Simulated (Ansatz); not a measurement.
Sb:
```xyz
4
Lattice="-4.0468 4.0468 4.0468 4.0468 -4.0468 4.0468 4.0468 4.0468 -4.0468" Properties=species:S:1:pos:R:3 pbc="T T T"
Sb     3.0351     1.0117    -1.0117
Sb     1.0117    -1.0117     3.0351
Sb    -1.0117     3.0351     1.0117
Sb     1.0117     1.0117     1.0117
```

Relaxed with PBE. Special points in fractions of this cell's reciprocal vectors: Γ (0.000, 0.000, 0.000); H (0.500, -0.500, 0.500); N (0.000, 0.000, 0.500); P (0.250, 0.250, 0.250).

Task: List the band energies nearest the Fermi level at these points for PBE with spin–orbit coupling in the plane-wave PAW code Ansatz.

Result: In eV from the Fermi level; about four levels below and three above (degenerate sets whole), none deeper than 8.9 eV; points with the same levels are listed once.

```
k                    below                          above
-  -----------------------  -----------------------------
Γ  -1.01 -1.01 -1.01 -1.01  0.36 0.36 0.81 0.81 0.81 0.81
H  -0.55 -0.55 -0.14 -0.14            0.24 0.24 0.24 0.24
N  -0.95 -0.95 -0.56 -0.56            0.28 0.28 1.18 1.18
P  -0.52 -0.23 -0.23 -0.23            0.12 0.72 0.72 0.72
```

Space group I4_132. The start of the workflow was typed in or built on a structure type; neither database checked (COD, Materials Project) lists it. It is not the phase usual at ambient conditions (space group No. 166). Symmetry was held in the PBE relaxation; whether a distortion lowers the energy is not shown. The volume moved by 71 % from the start of the relaxation.

Potentials: the later of the program's two PAW sets.
